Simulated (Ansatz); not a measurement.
Ansatz input

```yaml
crystal:
  lattice:
    - [5.0504384388, 0.0, 0.0]
    - [-2.5252192194, 4.3738079883, 0.0]
    - [0.0, 0.0, 3.0383264534]
  atoms:
    - { symbol: Cd, position: [1.0, 1.0, 0.0] }
    - { symbol: Cd, position: [0.3333333333, 0.6666666667, 0.5] }
    - { symbol: Cd, position: [0.6666666667, 0.3333333333, 0.5] }
hamiltonian:
  xc: r2scan
  pseudopotentials:
    kind: paw
    azcp:
      Cd: "pseudopotentials/Cd.paw.azcp"
basis:
  ecutwfc: 500
  fft_grid_basis: typed
kpoints:
  mp_grid: { grid: [10, 10, 14], shift: [0, 0, 0] }
magnetization:
  spin_polarized: false
scf:
  occupations: { method: fermi_dirac, width: 0.1 }
```

Output

```
Engine: ansatz 0.2.0, x86_64-unknown-linux-gnu
Pseudopotentials: kind: paw
Pseudopotential: Cd, paw, valence charge 20, recommended cutoff 500 eV (meta_gga) 
Functional definition: r2SCAN
  parameter k0 = 0.174
  parameter k1 = 0.065
  parameter a1 = 4.9479
  exchange = r2scan_x(k0 = k0, k1 = k1, a1 = a1)
  correlation = r2scan_c
Crystal: 3 atoms, lattice volume = 67.116 Å³
Basis set: ecut = 500 eV, 1697 PW (Γ), exchange–correlation on 160×160×96 points (64 copies of the dense FFT grid, shifted against one another)
Bands: 35, of which v1, the nominal top of the filled ones, is band 30 counted from 1 (29 counted from 0)
Symmetry: 24 space group operations
Space group: P6/mmm (ITA 191), of the structure as read, at distance tolerance 4.1e-5 Å
k-points: 112 of 1400
Non-local potential: Cd, projectors of the file, l = 0: 3, l = 1: 2, l = 2: 2, l = 3: 1
PAW form: soft (Blöchl's): semilocal exchange-correlation on the pseudo side does not see the compensation charge
PAW frozen core: Cd, regenerated for the run's functional (the file was generated under x = pbe(κ = 0.804, μ = 0.2195149727645171), c = pbe(β = 0.06672455060314922))
PAW one-centre angular grid: Cd, 590 points (default); XC on 160 Gauss nodes
Initial density: superposition of atomic densities (neutral atoms: chi_scale 0, normalization atom), corrected by the library's trained network
Initial wavefunctions: pseudopotential atomic-orbital guess
Functional: x = r2scan, c = r2scan; τ floored in thin density (d = 2e-4 eV/Å³)
SCF iter   1: F=—  HF=-24804.273855 eV  |F-HF|=—  |Δ(HF+E_count)|=         —  Δρ=6.22e-3  dr2=1.52e-2  dr2_τ=1.63e-2  ethr=1.77e-3  ⟨swp⟩=5.6  Hψ=13601  notcnv=0
SCF iter   2: F=—  HF=-24804.277297 eV  |F-HF|=—  |Δ(HF+E_count)|=   3.44e-3  Δρ=3.67e-3  dr2=5.06e-3  dr2_τ=7.42e-4  ethr=2.53e-5  ⟨swp⟩=2.0  Hψ=5156  notcnv=0
SCF iter   3: F=—  HF=-24804.276981 eV  |F-HF|=—  |Δ(HF+E_count)|=   3.16e-4  Δρ=4.92e-4  dr2=1.32e-4  dr2_τ=5.97e-6  ethr=8.43e-6  ⟨swp⟩=2.0  Hψ=5924  notcnv=0
SCF iter   4: F=—  HF=-24804.277157 eV  |F-HF|=—  |Δ(HF+E_count)|=   1.76e-4  Δρ=1.51e-4  dr2=2.31e-5  dr2_τ=9.47e-7  ethr=2.20e-7  ⟨swp⟩=2.0  Hψ=5981  notcnv=0
SCF iter   5: F=—  HF=-24804.277171 eV  |F-HF|=—  |Δ(HF+E_count)|=   1.42e-5  Δρ=7.43e-5  dr2=3.84e-6  dr2_τ=1.01e-7  ethr=3.85e-8  ⟨swp⟩=2.0  Hψ=5924  notcnv=0
SCF iter   6: F=—  HF=-24804.277173 eV  |F-HF|=—  |Δ(HF+E_count)|=   2.06e-6  Δρ=2.40e-5  dr2=4.73e-7  dr2_τ=2.57e-8  ethr=6.40e-9  ⟨swp⟩=2.0  Hψ=6714  notcnv=0
SCF iter   7: F=-24804.277174 eV  HF=-24804.277173 eV  |F-HF|=2.77e-8  |Δ(HF+E_count)|=   3.03e-7  Δρ=4.74e-6  dr2=8.18e-9  dr2_τ=1.27e-9  ethr=1.67e-10  ⟨swp⟩=3.0  Hψ=9366  notcnv=0
SCF 1 converged in 7 iterations: F = -24804.277174 eV  dr2 = 8.18e-9
SCF converged after 7 iterations
Free energy (F): -24804.277174 eV
Harris-Foulkes:  -24804.277173 eV  (|F-HF|=2.77e-8)
Internal energy: -24804.241083 eV  (E = F + TS)
E sigma→0 (E₀):  -24804.259128 eV
Entropy (-TS):   -0.036090 eV (-12.030 meV/atom)
Fermi energy:    14.067719 eV
--- Per-component energies (eV) ---
  E_band       = -1290.160823
  E_kinetic    = 1516.536242
  E_local      = -8969.929017  (includes V_loc(G=0)·N_el)
  E_nonlocal   = 98.575495
  E_hartree    = 4214.594772
  E_xc         = -506.189263
  E_vxc        = -740.595101  (∫ρ·V_xc dr)
  E_paw        = -12313.817984  (= ΣΔE_a)
  E_vpaw       = -1676.827394  (= ΣTr[D̂ρ^β])
  E_aug_tail   = 0.000017  (compensation charges beyond the density's cutoff)
  E_vtau       = 52.886829  (kinetic-family band-sum trace: ∫τ·v_τ [+ j·A + Jᵃ·Aᵃ] dr)
  E_ewald      = -8842.317033
  E_core_change = -1.694312  (= ΣΔE_core)
  E_smearing   = -0.036090  (= −TS)
  E_closure    = 0.000000  (closes the sum)
  Σ components = -24804.277174   (vs F -24804.277174, Δ=0.00e0)
```

Command:

```sh
ansatz run input.yaml --threads 1 --pin off --max-ram 3584MiB --backend cpu --events-out ev --progress --plain --runs-dir out
```

On 1 thread of Intel(R) Xeon(R) Platinum 8259CL CPU @ 2.50GHz (Skylake/Cascade Lake) (shared host) this took about 27 s of wall time and 24 s of CPU time.
